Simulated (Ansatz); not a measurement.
## Band table of Zr (hcp type)

```
Zr
1.0
     3.14255    0.00000    0.00000
    -1.57127    2.72152    0.00000
     0.00000    0.00000    5.09644
Zr
2
Direct
  0.33333 0.66667 0.25000
  0.66667 0.33333 0.75000
```

The base cell comes from a relaxation on PAW files under the same functional.

Computed with Ansatz 0.2.0; functional LDA, scalar-relativistic. Settings: a Γ-centred 14×14×8 k mesh, Fermi–Dirac smearing of 0.1 eV, no spin polarisation. Methods: LAPW: all electrons, basis error target 1 meV/atom.

Path points, in fractions of the reciprocal vectors: Γ (0.000, 0.000, 0.000), M (0.500, 0.000, 0.000), K (0.333, 0.333, 0.000), A (0.000, 0.000, 0.500), L (0.500, 0.000, 0.500), H (0.333, 0.333, 0.500). Levels in eV from the Fermi level; bands 19 to 25, counted from the lowest band of the run. The gap is zero, the pressure -0.01 GPa.

```
# k(1/Å) point b19 b20 b21 b22 b23 b24 b25
0.000 Γ -5.72 -3.19 0.89 0.91 0.91 1.40 1.62
0.165 - -5.56 -3.04 0.47 1.05 1.07 1.23 1.48
0.330 - -5.11 -2.65 -0.04 0.30 1.09 1.49 1.66
0.495 - -4.45 -2.22 -0.55 -0.44 0.74 1.52 1.55
0.660 - -3.72 -2.14 -1.29 -0.48 0.67 1.16 1.23
0.825 - -3.11 -2.36 -1.86 -0.32 0.88 0.99 1.03
0.989 - -2.81 -2.55 -2.21 -0.07 0.70 0.84 1.39
1.154 M -2.78 -2.57 -2.33 0.09 0.64 0.78 1.51
1.250 - -2.72 -2.52 -2.33 0.04 0.60 0.77 1.52
1.345 - -2.55 -2.37 -2.31 -0.08 0.51 0.73 1.55
1.440 - -2.29 -2.29 -2.14 -0.26 0.38 0.67 1.60
1.535 - -2.28 -1.96 -1.87 -0.49 0.27 0.59 1.67
1.630 - -2.27 -1.62 -1.61 -0.72 0.20 0.48 1.75
1.726 - -2.27 -1.40 -1.34 -0.94 0.19 0.37 1.84
1.821 K -2.28 -1.27 -1.27 -1.05 0.26 0.26 1.88
2.011 - -2.23 -1.58 -1.20 -1.18 0.11 0.58 1.67
2.202 - -2.14 -2.00 -1.41 -1.25 0.13 1.02 1.18
2.392 - -3.08 -1.54 -1.42 -1.26 0.38 0.73 1.48
2.582 - -4.06 -1.86 -0.84 -0.83 0.69 0.85 1.84
2.773 - -4.92 -2.48 -0.23 0.06 1.02 1.48 1.68
2.963 - -5.51 -2.99 0.40 0.97 1.10 1.28 1.43
3.154 Γ -5.72 -3.19 0.89 0.91 0.91 1.40 1.62
3.242 - -5.67 -3.19 0.85 0.88 0.88 1.31 1.59
3.330 - -5.54 -3.19 0.75 0.83 0.83 1.07 1.49
3.418 - -5.32 -3.21 0.61 0.73 0.77 0.77 1.36
3.506 - -5.04 -3.28 0.40 0.43 0.74 0.74 1.22
3.594 - -4.70 -3.42 0.14 0.24 0.73 0.73 1.07
3.682 - -4.33 -3.65 0.01 0.09 0.77 0.77 0.94
3.770 A -3.97 -3.97 0.00 0.00 0.84 0.84 0.84
3.935 - -3.83 -3.83 -0.15 -0.15 0.79 0.79 0.95
4.100 - -3.46 -3.46 -0.47 -0.47 0.64 0.64 1.29
4.265 - -3.04 -3.04 -0.73 -0.73 0.47 0.47 1.75
4.430 - -2.83 -2.83 -0.88 -0.88 0.60 0.60 2.16
4.595 - -2.89 -2.89 -1.02 -1.02 1.16 1.16 2.37
4.760 - -3.00 -3.00 -1.16 -1.16 1.75 1.75 2.42
4.925 L -3.04 -3.04 -1.22 -1.22 1.99 1.99 2.42
5.020 - -2.99 -2.99 -1.18 -1.18 1.68 1.68 2.60
5.115 - -2.86 -2.86 -1.09 -1.09 1.19 1.19 2.71
5.210 - -2.64 -2.64 -0.95 -0.95 0.70 0.70 2.63
5.305 - -2.37 -2.37 -0.82 -0.82 0.29 0.29 2.43
5.401 - -2.07 -2.07 -0.85 -0.85 0.08 0.08 2.24
5.496 - -1.76 -1.76 -1.08 -1.08 0.08 0.08 2.13
5.591 H -1.55 -1.55 -1.29 -1.29 0.10 0.10 2.10
5.781 - -1.96 -1.96 -0.87 -0.87 0.05 0.05 2.03
5.972 - -2.29 -2.29 -0.62 -0.62 0.02 0.02 1.88
6.162 - -2.48 -2.48 -0.66 -0.66 0.00 0.00 1.99
6.353 - -2.79 -2.79 -0.77 -0.77 0.21 0.21 1.93
6.543 - -3.31 -3.31 -0.56 -0.56 0.53 0.53 1.44
6.733 - -3.78 -3.78 -0.20 -0.20 0.77 0.77 0.99
6.924 A -3.97 -3.97 0.00 0.00 0.84 0.84 0.84
```
